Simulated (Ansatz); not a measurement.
**Computed properties of RuC**

RuC:
```cif
data_CRu
_chemical_formula_sum 'Ru1 C1'
_space_group_name_H-M_alt 'Pm-3m'
_space_group_IT_number 221
_space_group_name_Hall '-P 4 2 3'
_cell_length_a 2.63329
_cell_length_b 2.63329
_cell_length_c 2.63329
_cell_angle_alpha 90.000
_cell_angle_beta 90.000
_cell_angle_gamma 90.000
loop_
_atom_site_label
_atom_site_type_symbol
_atom_site_symmetry_multiplicity
_atom_site_Wyckoff_symbol
_atom_site_fract_x
_atom_site_fract_y
_atom_site_fract_z
_atom_site_occupancy
Ru1 Ru 1 a 0.00000 0.00000 0.00000 1
C1 C 1 b 0.50000 0.50000 0.50000 1
```

Space group Pm-3m (No. 221), CsCl type; conventional cell a = b = c = 2.633 Å, α = β = γ = 90.00°.

Method: plane-wave PAW PBEsol (Ansatz code). Geometry: relaxed at this level of theory. Other levels are named where they apply.

### Cell and energy

```json
{
  "volume_per_atom": "9.13 Å³",
  "density": "10.28 g/cm³",
  "Formation energy from the elements (no fitted shifts)": "103 kJ/mol of atoms"
}
```

### Electronic structure

```json
{
 "electronic_character": "metallic (no gap)",
 "Density of states at the Fermi level": "0.67 states/eV per atom (mean over ±0.08 eV)",
 "Gap with spin–orbit coupling": "none (metallic)"
}
```

### Mechanics

```json
{
  "Bulk modulus (Birch–Murnaghan fit)": "378 GPa",
  "Pressure derivative B′": "4.6",
  "Elastic constants (relaxed ions, GPa)": "C11 = 875, C12 = 132, C44 = -31.2",
  "mechanical_stability": "unstable (C has a negative eigenvalue)"
}
```

### Phonons

```json
{
  "zone_centre_stability": "unstable, softest mode 292i cm⁻¹"
}
```

The cell is a constructed one: a structure type filled with these elements; neither database checked (COD, Materials Project) lists it. Its standing as an ambient phase is unchecked. Symmetry was held in the PBEsol relaxation. No spin polarisation was allowed. As this level gives no gap, shear constants depend on the k-mesh and smearing (Fermi–Dirac, 0.1 eV here). As this level gives no gap, phonon frequencies hold no LO–TO term and depend on the k-mesh and smearing (Fermi–Dirac, 0.1 eV here). The references are the lowest solids computed at this level, not always the standard phases. Scalar-relativistic: spin–orbit coupling is off unless named, which matters more the heavier the elements.

Potentials: the earlier of the program's two PAW sets. The files were generated under PBE; for other functionals the program regenerates the frozen cores, and for LDA and PBEsol the local potential too.
